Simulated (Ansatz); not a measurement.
**Ta2O5: do energies and stresses tell the same story?**

Method: DFT r2SCAN, scalar-relativistic, plane waves, PAW (Ansatz 0.2.0).

Settings: cutoff 500 eV, Γ-centred mesh 8×8×8 on the computed 7-atom cell, Gaussian smearing of 0.02 eV; no spin polarisation.

Relaxed cell: I4/mmm, a = 5.247 Å, b = 5.247 Å, c = 9.551 Å, α = 90.00°, β = 90.00°, γ = 90.00°, 7 atoms in the primitive cell. Whether it is the stable form of this composition wasn't checked.

Energies at zero smearing and pressures from the stress tensor, at volumes with shape and atoms relaxed:
| V (Å³/atom) | E − E(first) (meV/atom) | P (GPa) |
| --- | --- | --- |
| 17.657 | 0.00 | 9.91 |
| 18.220 | -25.96 | 4.82 |
| 18.784 | -34.33 | 0.00 |
| 19.347 | -26.64 | -4.30 |
| 19.911 | -4.71 | -8.08 |

Problem. Check P = −dE/dV between neighbouring volumes, and get the bulk modulus from the pressures alone.

Solution. With 1 eV/Å³ = 160.2 GPa:
```tsv
middle V (Å³/atom)	−ΔE/ΔV (GPa)	mean P (GPa)
17.938	7.380	7.363
18.502	2.382	2.410
19.065	-2.187	-2.146
19.629	-6.235	-6.189
```

The two differ by 0.05 GPa at most. The mean of two end pressures misses the average over a step by about ΔV² P″/12, up to 0.05 GPa here; with that taken off 0.02 GPa remains. Around V = 18.784 Å³/atom, the two neighbours give B = −V ΔP/ΔV = 18.784 × 9.11 / 1.127 = 151.9 GPa, against B0 = 150.8 GPa from the Birch–Murnaghan fit of the energies.

Spin–orbit coupling is left out, which can shift energies with elements as heavy as these.

Cost: 6 runs of about 5.5 core-minutes in all, on AMD EPYC 9R45 (Zen 5) (shared hosts).